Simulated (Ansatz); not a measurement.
TiB₂:
Space group P6/mmm (No. 191); a = 3.0245 Å, b = 3.0245 Å, c = 3.2234 Å, α = 90.00°, β = 90.00°, γ = 120.00°

| atom | site | symmetry | x | y | z |
|---|---|---|---|---|---|
| Ti | 1a | 6/mmm | 0.0000 | 0.0000 | 0.0000 |
| B | 2d | -6m2 | 0.3333 | 0.6667 | 0.5000 |

Relaxed at zero pressure with plane-wave PAW r²SCAN (Ansatz code).

Q: The volume is lowered by 9 % and shape and atoms relax at that volume. What pressure results, and how do the axes share the change?

A: 29.1 GPa; a -2.7 %, b -2.7 %, c -3.9 %; the energy rises by 64 meV/atom.

Q: Give the new structure.

A: 
Space group P6/mmm (No. 191); a = 2.9428 Å, b = 2.9428 Å, c = 3.0984 Å, α = 90.00°, β = 90.00°, γ = 120.00°

| atom | site | symmetry | x | y | z |
|---|---|---|---|---|---|
| Ti | 1a | 6/mmm | 0.0000 | 0.0000 | 0.0000 |
| B | 2d | -6m2 | 0.3333 | 0.6667 | 0.5000 |

The phase is kept; no other phase was compared at this pressure.

Symmetry was held in the r²SCAN relaxation. The run is not spin-polarised.

Potentials: the later of the program's two PAW sets.
